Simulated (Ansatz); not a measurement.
CaO:
```xyz
2
Lattice="0.0000 2.6217 2.6217 2.6217 0.0000 2.6217 2.6217 2.6217 0.0000" Properties=species:S:1:pos:R:3 pbc="T T T"
Ca     0.0000     0.0000     0.0000
O      1.3108     1.3108     1.3108
```

Relaxed with PBE. Special points in fractions of this cell's reciprocal vectors: Γ (0.000, 0.000, 0.000); X (0.500, 0.000, 0.500); U (0.625, 0.250, 0.625); K (0.375, 0.375, 0.750); L (0.500, 0.500, 0.500); W (0.500, 0.250, 0.750).

Task: List the band energies nearest the valence-band maximum at these points for PBE (plane waves, PAW; program Ansatz).

Result: In eV from the valence-band maximum; about four levels below and three above (degenerate sets whole), none deeper than 8.9 eV; points with the same levels are listed once.

| k | below | above |
|---|---|---|
| Γ | -0.59 -0.59 -0.59 | 3.28 7.91 7.91 |
| X | -1.39 0.00 0.00 | 4.91 6.58 8.92 |
| U | -1.04 -0.27 -0.10 | 4.99 6.69 8.11 |
| L | -0.98 -0.34 -0.34 | 6.09 7.81 7.81 |
| W | -0.82 -0.55 0.00 | 4.94 6.40 8.46 |

Space group F-43m (zinc blende). The start of the workflow was typed in or built on a structure type; neither database checked (COD, Materials Project) lists it. It is not the phase usual at ambient conditions (space group No. 225). The PBE relaxation kept the symmetry of its start; its stability against distortions is not shown here.

Potentials: the earlier of the program's two PAW sets.
